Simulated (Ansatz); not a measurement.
## Computed properties of LiCa₂CuN₂

LiCa$_{2}$CuN$_{2}$:
```
CELL_PARAMETERS angstrom
      5.26083     0.00000     0.00000
      0.00000     5.26083     0.00000
      0.00000     0.00000     6.59354
ATOMIC_POSITIONS crystal
  Li 0.50000 0.50000 0.50000
  Li 0.00000 0.00000 0.00000
  Ca 0.00000 0.50000 0.25000
  Ca 0.00000 0.50000 0.75000
  Ca 0.50000 0.00000 0.25000
  Ca 0.50000 0.00000 0.75000
  Cu 0.50000 0.50000 0.00000
  Cu 0.00000 0.00000 0.50000
  N  0.24773 0.75227 0.50000
  N  0.75227 0.24773 0.50000
  N  0.74773 0.74773 0.00000
  N  0.25227 0.25227 0.00000
```

Space group P4_2/mnm (No. 136); conventional cell a = 5.261 Å, b = 5.261 Å, c = 6.594 Å, α = 90.00°, β = 90.00°, γ = 90.00°.

Method: plane-wave PAW r²SCAN (Ansatz code). Geometry: relaxed at this level of theory. Other levels are named where they apply.

### Cell and energy

- Volume per atom = 15.21 Å³
- Density = 3.25 g/cm³
- Formation energy from the elements (no fitted shifts) = -0.75 eV/atom

### Electronic structure

- Band gap: 1.29 eV (direct)
- Valence-band maximum: at Γ
- Conduction-band minimum: at Γ
- Electron effective mass, band 1 of 2 at the edge: 1.1 along x, 8.1 along z (mₑ)
- Electron effective mass, band 2 of 2 at the edge: 0.40 along x, 8.1 along z (mₑ)
- Hole effective mass, band 1 of 2 at the edge: 2.1 along x, 19 along z (mₑ)
- Hole effective mass, band 2 of 2 at the edge: 0.63 along x, 19 along z (mₑ)
- HSE06 gap on the r²SCAN cell: 2.13 eV

### Mechanics

- Bulk modulus (Birch–Murnaghan fit) = 81.6 GPa
- Pressure derivative B′ = 4.0

### Charges

- Bader charges: Li +0.85, Ca +1.43, Cu +0.05, N -1.88 e

The workflow started from a Materials Project entry (that database holds measured and hypothetical structures alike); the Crystallography Open Database copy checked does not list it. With Li and Cu taken as one species the cell has the higher symmetry P4_2/mmc, so it may be an ordered model of a mixed-site phase. Its standing as an ambient phase is unchecked. The r²SCAN relaxation kept the symmetry of its start; its stability against distortions is not shown here. No spin polarisation was allowed. The references are the lowest solids computed at this level, not always the standard phases (solids in place of the gases).

Potentials: the later of the program's two PAW sets.
